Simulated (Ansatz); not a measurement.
Relaxed CaO (rock salt):

```yaml
crystal:
  lattice:
    - [0.00000, 4.83070, 4.83070]
    - [2.41535, 2.41535, 4.83070]
    - [2.41535, 2.41535, 0.00000]
  atoms:
    - { symbol: O, position: [0.00000, 0.00000, 0.00000] }
    - { symbol: O, position: [0.50000, 0.00000, 0.00000] }
    - { symbol: Ca, position: [0.00000, 0.50000, 0.50000] }
    - { symbol: Ca, position: [0.50000, 0.50000, 0.50000] }
```

A phonon eigenvector at X = (0.5, 0.5, 0.0) is frozen into this cell: atom i moves by Q times the vector below, so Q is the largest atomic displacement, in Å. The cell is held. (q is in reciprocal vectors of the primitive cell; the cell shown is doubled to hold the pattern.)

```csv
atom,x,y,z
O1,0.000,0.000,1.000
O2,0.000,0.000,-1.000
Ca3,0.000,0.000,0.236
Ca4,0.000,0.000,-0.236
```

These are PBE (plane waves to 420 eV, PAW, scalar-relativistic; Ansatz, a program for electronic structure) values and carry that method's errors. k mesh 12×12×12 (Γ-centred), Fermi-Dirac smearing 0.05 eV. The energy includes the smearing's −TS. Compression counts positive. CaO was relaxed with its symmetry unable to fall. ΔE is measured from the undisplaced structure.

```tsv
Q (Å)	P (GPa)	−dE/dQ from forces (eV/Å)	ΔE (eV/cell)
-0.180	0.43	3.582	(withheld)
-0.150	0.30	2.974	(withheld)
-0.120	0.19	2.372	(withheld)
-0.090	0.11	1.775	(withheld)
-0.060	0.05	1.181	0.035
-0.030	0.02	0.590	0.009
0.000	0.01	0.000	0.000
0.030	0.02	-0.590	0.009
0.060	0.05	-1.181	0.035
0.090	0.11	-1.775	(withheld)
0.120	0.19	-2.372	(withheld)
0.150	0.30	-2.974	(withheld)
0.180	0.43	-3.582	(withheld)
```

Task: Fill in the missing entries.

Result: 
- -0.180, ΔE (eV/cell): 0.320
- -0.150, ΔE (eV/cell): 0.222
- -0.120, ΔE (eV/cell): 0.142
- -0.090, ΔE (eV/cell): 0.080
- 0.090, ΔE (eV/cell): 0.080
- 0.120, ΔE (eV/cell): 0.142
- 0.150, ΔE (eV/cell): 0.222
- 0.180, ΔE (eV/cell): 0.320

(For displaced atoms, the force is minus the slope of the energy, and its curvature is a force constant, which sets phonon frequencies.)
